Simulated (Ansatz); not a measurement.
## CsPbCl₃: from a starting cell to a relaxed one

The start is a generated trial cell of CsPbCl3 in the 2H-BaNiO3 structure type. The cell and all atomic positions are relaxed at zero pressure with PBEsol (plane waves to 420 eV, PAW, scalar-relativistic; Ansatz, an electronic-structure program). The first steps use a coarse 4×4×4 k-mesh.

Input geometry:
```
CsPbCl3
1.0
    8.31396     0.00000     0.00000
   -4.15698     7.20010     0.00000
    0.00000     0.00000     7.10304
Cs Pb Cl
2 2 6
Direct
  0.33333   0.66667   0.75000
  0.66667   0.33333   0.25000
  0.00000   0.00000   0.00000
  0.00000   0.00000   0.50000
  0.14620   0.29240   0.25000
  0.70760   0.85380   0.25000
  0.14620   0.85380   0.25000
  0.85380   0.70760   0.75000
  0.29240   0.14620   0.75000
  0.85380   0.14620   0.75000
```

| Quantity | Value |
|---|---|
| Largest initial force | 1.08 eV/Å, on Cl5, Cl6, Cl7, Cl8, Cl9, Cl10 (atoms numbered as listed) |
| Outcome | The space group stays P6₃/mmc (No. 194) (the run could not lower it), with 10 atoms in the primitive cell |
| Energy released | 92 meV/atom |
| Volume change | -18.0 %, from 42.52 to 34.85 Å³/atom |
| Band gap at the end | 3.20 eV, indirect (valence top at K, conduction bottom at Γ) (no spin-orbit coupling) |
| Optimiser moves | 6 |

It ends as:

Space group P6₃/mmc (No. 194); a = 7.4985 Å, b = 7.4985 Å, c = 7.1574 Å, α = 90.00°, β = 90.00°, γ = 120.00°

```json
[
 {"atom": "Cs", "site": "2d", "symmetry": "-6m2", "x": "0.6667", "y": "0.3333", "z": "0.2500"},
 {"atom": "Pb", "site": "2a", "symmetry": "-3m.", "x": "0.0000", "y": "0.0000", "z": "0.0000"},
 {"atom": "Cl", "site": "6h", "symmetry": "mm2", "x": "0.1719", "y": "0.3439", "z": "0.2500"}
]
```

Final values are on a 5×5×5 k-mesh of the relaxed cell. No spin polarisation in the result.

The run could not lose the symmetry of its start, so the end can be a saddle point.

The relaxed structure here is a generated cell of CsPbCl3: the first start was made by placing the elements on the sites of a structure type, and the end was not matched to a known phase here, so it may be hypothetical. Known forms of CsPbCl3 include space group No. 221.
